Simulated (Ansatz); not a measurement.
Ba3CaTa2O9 in space group P-3m1 (No. 164; Pearson symbol hP15), LDA in the plane-wave PAW code Ansatz. The conduction-band minimum lies at Γ, with 1 equivalent valley. Second derivatives d²E/dk² of the lowest band at one valley (eV·Å²), along Cartesian directions:

```csv
direction,d²E/dk²
[100],14.45
[010],14.45
[001],9.369
[110],14.45
[101],11.89
[011],11.90
```

### Question
Find the principal effective masses, the density-of-states mass and the conductivity mass.

### Answer
Off-diagonal terms follow from H_xy = H[110] − (H_xx + H_yy)/2, and m*/mₑ = 7.620 eV·Å² over each eigenvalue: 0.53, 0.53, 0.81. One valley's DOS mass (m₁m₂m₃)^(1/3) = 0.61, conductivity mass 3/(Σ 1/mᵢ) = 0.60 mₑ.

### Question
What effective density of states Nc follows at 300 K for parabolic valleys?

### Answer
Nc = 2.509e19 × 1 × (0.61)^(3/2) ≈ 1.2e19 cm⁻³.

The workflow started from a Materials Project entry (that database holds measured and hypothetical structures alike); the Crystallography Open Database copy checked does not list it. Whether it is the stable phase at ambient conditions was not checked. Symmetry was held in the LDA relaxation; of distortions, only those at the zone centre were tested, and some modes there are weakly imaginary. The run is not spin-polarised. Scalar-relativistic: spin–orbit coupling is off unless named, which matters more the heavier the elements.

Potentials: the later of the program's two PAW sets.

Edges and masses are those of Kohn–Sham bands, whose gap is no quasiparticle gap.
